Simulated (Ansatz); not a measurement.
**MoS2 with an Mo vacancy: gradients before and after relaxing the atoms**

Start: a supercell of MoS2 (space group P6_3/mmc) built from a COD entry, with all atoms left at the host's positions.

```
Mo S
1.0
     9.50700    0.00000    0.00000
    -4.75350    8.23330    0.00000
     0.00000    0.00000   12.32400
Mo S
17 36
Direct
  0.11111 0.55556 0.25000
  0.11111 0.88889 0.25000
  0.44444 0.22222 0.25000
  0.44444 0.55556 0.25000
  0.44444 0.88889 0.25000
  0.77778 0.22222 0.25000
  0.77778 0.55556 0.25000
  0.77778 0.88889 0.25000
  0.22222 0.11111 0.75000
  0.22222 0.44444 0.75000
  0.22222 0.77778 0.75000
  0.55556 0.11111 0.75000
  0.55556 0.44444 0.75000
  0.55556 0.77778 0.75000
  0.88889 0.11111 0.75000
  0.88889 0.44444 0.75000
  0.88889 0.77778 0.75000
  0.11111 0.22222 0.62300
  0.11111 0.55556 0.62300
  0.11111 0.88889 0.62300
  0.44444 0.22222 0.62300
  0.44444 0.55556 0.62300
  0.44444 0.88889 0.62300
  0.77778 0.22222 0.62300
  0.77778 0.55556 0.62300
  0.77778 0.88889 0.62300
  0.22222 0.11111 0.12300
  0.22222 0.44444 0.12300
  0.22222 0.77778 0.12300
  0.55556 0.11111 0.12300
  0.55556 0.44444 0.12300
  0.55556 0.77778 0.12300
  0.88889 0.11111 0.12300
  0.88889 0.44444 0.12300
  0.88889 0.77778 0.12300
  0.11111 0.22222 0.87700
  0.11111 0.55556 0.87700
  0.11111 0.88889 0.87700
  0.44444 0.22222 0.87700
  0.44444 0.55556 0.87700
  0.44444 0.88889 0.87700
  0.77778 0.22222 0.87700
  0.77778 0.55556 0.87700
  0.77778 0.88889 0.87700
  0.22222 0.11111 0.37700
  0.22222 0.44444 0.37700
  0.22222 0.77778 0.37700
  0.55556 0.11111 0.37700
  0.55556 0.44444 0.37700
  0.55556 0.77778 0.37700
  0.88889 0.11111 0.37700
  0.88889 0.44444 0.37700
  0.88889 0.77778 0.37700
```

Atoms are numbered from 1 in the order listed; like atoms form one site, named after its first atom.

All values are calculated (Ansatz; DFT, PBE, plane waves and PAW, scalar-relativistic, collinear spin, 420 eV cutoff, Γ-centred 3×3×2 k-points, Fermi–Dirac smearing 0.01 eV, cell charge -3), not measured. Start moments as typed (μB): 0 0 0 0 0 0 0 0 0 0 0 0 0 0 0 0 0 0 0 0 0 0 0 0 0 0 0.5 0.5 0 0 0 0 0.5 0 0 0 0 0 0 0 0 0 0 0 0.5 0.5 0 0 0 0 0.5 0 0 by atom.

The largest force at the start is 0.75 eV/Å. Relaxing the ions at fixed cell moves them by 0.042 Å at most (atom 28, S) and 0.023 Å rms.

```tsv
site	atom	moved (Å)	first shell before	first shell after	V_zz before (10²¹ V/m²)	η before
Mo1	1	0.039	6 S at 2.41 Å	6 S at 2.37–2.41 Å	-8.66	0.33
Mo5	5	0.000	6 S at 2.41 Å	6 S at 2.40 Å	-6.67	0.00
Mo7	7	0.000	6 S at 2.41 Å	6 S at 2.41 Å	-7.01	0.00
Mo9	9	0.004	6 S at 2.41 Å	6 S at 2.41 Å	-7.98	0.01
Mo11	11	0.004	6 S at 2.41 Å	6 S at 2.41 Å	-7.45	0.03
Mo13	13	0.005	6 S at 2.41 Å	6 S at 2.41 Å	-7.46	0.01
S19	19	0.007	3 Mo at 2.41 Å	3 Mo at 2.41 Å	-5.19	0.01
S27	27	0.042	2 Mo at 2.41 Å, angle 82°	2 Mo at 2.37 Å, angle 82°	-8.57	0.27
S29	29	0.009	3 Mo at 2.41 Å	3 Mo at 2.39–2.40 Å	-4.13	0.06
S31	31	0.033	3 Mo at 2.41 Å	3 Mo at 2.41 Å	-4.69	0.37
```

(1) How do the gradients change?

Answers

(1) 

```csv
site,atom,V_zz after,η after,change of V_zz
Mo1,1,-8.82,0.45,-0.16
Mo5,5,-6.42,0.00,+0.25
Mo7,7,-7.29,0.00,-0.28
Mo9,9,-7.88,0.03,+0.10
Mo11,11,-7.34,0.04,+0.11
Mo13,13,-7.30,0.01,+0.16
S19,19,-5.08,0.02,+0.11
S27,27,-8.08,0.27,+0.49
S29,29,-4.08,0.20,+0.05
S31,31,-5.05,0.30,-0.36
```

The largest change of V_zz is on S27, from -8.57 to -8.08. In per cent, |V_zz| changes by -4 to +4 on Mo, -6 to +8 on S (all sites that start above 2). The table leaves out 3 of the 13 sites, with |V_zz| up to 5.27; their tensors move by 0.07 at most along any direction. The statements above cover all sites. The electronic state changes along with the positions (absolute moment from 0.6 to 0.0 μB), so the changes aren't those of geometry alone.

The defect repeats with the cell of 53 atoms, so it feels its images: sites between two images don't show the values beside a lone defect, and zeros or small values of η there can come from the images' arrangement. Mo and S carry a gradient in the pure host already, so the values there aren't the defect's effect alone. A uniform background compensates the cell's charge. The defect cell has no gap above 0.1 eV on its mesh, so the values can hang on the smearing and the k-mesh. Without spin–orbit coupling (the program notes it for Mo) the gradients can shift somewhat, as the gap is small.
Before: The neighbours have not yet relaxed around the defect (largest force 0.75 eV/Å), so a real crystal will differ.
After: The relaxation keeps the symmetry of the vacancy's site, so distortions that break it, Jahn–Teller ones too, aren't explored. The start moments die out, and the run ends without spin.
